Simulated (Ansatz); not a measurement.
# Wurtzite alloy of AlN and BN (6 of 48 Al sites exchanged), 96 atoms

Ansatz, PAW, plane waves. PBEsol relaxation of cell lengths and atoms (angles held) at the single k point (¼, ¼, ¼) without its symmetry partners; single points on the relaxed atoms at the single k point (¼, ¼, ¼) without its symmetry partners, onto which points of the small cell's zone fold. Arrangement: unlike neighbours preferred. No spin–orbit coupling unless named.

Relaxed structure:

```
B Al N
1.0
     9.14013    0.00000    0.00000
     0.00000   10.54758    0.00000
     0.00000    0.00000    9.77856
B Al N
6 42 48
Cartesian
  1.5263 0.8605 2.4674
  3.0559 8.7936 7.3468
  7.5999 6.1483 7.3585
  6.0888 8.7836 2.4598
  1.5290 4.4099 4.9277
  6.0901 1.7666 0.0372
  1.5453 0.8246 7.3159
  0.0468 3.5107 2.4861
  0.0148 3.5620 7.2590
  4.5855 0.8321 2.3817
  4.5705 0.8479 7.3692
  2.9809 3.4956 2.4882
  3.0241 3.5072 7.2661
  1.5217 6.1398 2.4767
  1.4980 6.1782 7.2733
  9.1273 8.8221 2.4384
  9.1263 8.7566 7.3241
  7.6048 0.8540 2.3802
  7.5911 0.9003 7.3758
  6.1007 3.5130 2.3876
  6.0872 3.5259 7.3708
  4.5633 6.2290 2.4304
  4.6161 6.1944 7.3391
  3.0696 8.8365 2.4266
  7.6166 6.2075 2.4193
  6.0934 8.7408 7.3099
  0.0442 1.7818 4.8201
  0.0023 1.7582 0.0334
  3.0028 1.7719 4.8171
  3.0478 1.7504 0.0378
  1.5234 4.4015 9.7588
  9.1181 6.9604 4.9380
  9.1157 7.0250 9.7018
  6.0919 1.7647 4.8794
  4.5292 4.4113 4.8755
  4.5696 4.3355 0.0041
  3.0320 7.0317 4.9399
  3.0483 7.0599 9.6969
  1.5529 9.6529 4.8727
  1.5388 9.7006 9.7574
  7.6424 4.4389 4.9272
  7.6105 4.3535 9.7047
  6.1276 7.0412 4.8640
  6.1164 7.0538 9.7673
  4.5488 9.6458 4.8595
  4.6232 9.6762 9.7621
  7.6065 9.6783 4.8080
  7.5433 9.6939 0.0511
  0.1655 1.6515 1.9448
  0.0061 1.7382 6.7184
  2.8867 1.6422 1.9496
  3.0495 1.7212 6.7077
  1.5197 4.4035 1.8336
  1.5409 4.4267 6.5447
  0.0224 7.0549 1.8201
  8.9445 6.9274 6.8372
  6.0885 1.7661 1.6617
  6.0809 1.7638 6.7385
  4.5358 4.4017 1.8941
  4.5620 4.4206 6.7586
  3.0065 7.0787 1.8161
  3.0587 7.2417 6.8429
  1.5308 9.8729 1.9008
  1.6787 9.5345 6.7950
  7.6425 4.4110 1.8245
  7.5956 4.5863 6.8390
  6.1015 7.2306 1.9035
  6.2756 6.9357 6.7826
  4.7466 9.5516 1.8963
  4.4237 9.5485 6.7945
  7.4358 9.5610 1.9502
  7.5996 9.6901 6.7103
  1.5202 0.8478 4.1068
  1.5237 0.8930 9.1638
  0.1659 3.6363 4.4016
  0.0213 3.5013 9.1467
  4.5688 0.8925 4.2691
  4.7299 0.9756 9.2970
  2.8604 3.6213 4.3829
  3.0308 3.4986 9.1620
  1.5284 5.9693 4.4134
  1.5220 6.1509 9.1386
  0.0212 8.7415 4.3314
  9.1074 8.8430 9.2174
  7.6207 0.9231 4.2520
  7.4524 0.9834 9.3094
  6.1040 3.5274 4.2873
  6.0849 3.3028 9.2698
  4.5645 6.1817 4.3233
  4.5994 6.1236 9.2201
  3.0366 8.7565 4.2689
  3.0692 8.8394 9.0094
  7.6183 6.1500 4.2611
  7.5880 6.1269 9.0054
  6.0811 8.7931 4.1192
  6.1029 8.7852 9.1485
```

Problem. What are the mean bond lengths by pair (pairs within 1.2 times the sum of covalent radii, less contacts 15 % beyond the pair's median; cation–cation pairs of compounds aside; long ionic contacts are cut short by that bound)?

Solution. Al–N 1.889 ± 0.028 Å (standard deviation, 168 bonds); B–N 1.645 ± 0.012 Å (standard deviation, 24 bonds).

Problem. What gap lies between the top filled and the lowest empty level in the single points?

Solution. r²SCAN 5.63 eV (13 s on NVIDIA H100). Away from Γ this isn't the crystal's band gap.
